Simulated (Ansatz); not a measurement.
The cell below belongs to a search over invented structures; it isn't taken from experiment.

Input and command of a plane-wave DFT calculation in Ansatz:

```yaml
crystal:
  lattice:
    - [-3.0207501, 3.0207501, 1.9105151]
    - [3.0207501, -3.0207501, 1.9105151]
    - [3.0207501, 3.0207501, -1.9105151]
  atoms:
    - { symbol: Ru, position: [0.901549, 0.69795, 0.599499] }
    - { symbol: Ru, position: [0.30205, 0.901549, 0.203599] }
    - { symbol: Ru, position: [0.69795, 0.098451, 0.796401] }
    - { symbol: Ru, position: [0.098451, 0.30205, 0.400501] }
    - { symbol: Ir, position: [0.5, 0.5, 0.0] }
basis:
  ecutwfc: 420
kpoints:
  mp_grid: { grid: [12, 12, 12] }
hamiltonian:
  xc: pbe
scf:
  occupations: { method: fermi_dirac, width: 0.15 }
output:
  forces: true
  stress: true
  eigenvalues: true
relax:
  adjacent_minimum: "off"
  f_tol: 0.001
  max_steps: 60
  cell: { stress_tol: 0.01 }
```

```bash
ansatz run input.yaml --threads 1 --pin off --max-ram 3072MiB --backend cpu --events-out ev --progress --plain --runs-dir out
```

Processor: AMD EPYC 7R43 64-Core Processor (Zen 3), 1 thread, on a host shared with other jobs.

Task: Estimate time, memory and problem size.

Result: About 4.2 min, peak memory 0.86 GiB. It solves 51 bands at 242 k points (after reduction by symmetry) with about 1359 plane waves (on the last cell), in 47 SCF iterations over 7 ionic steps.
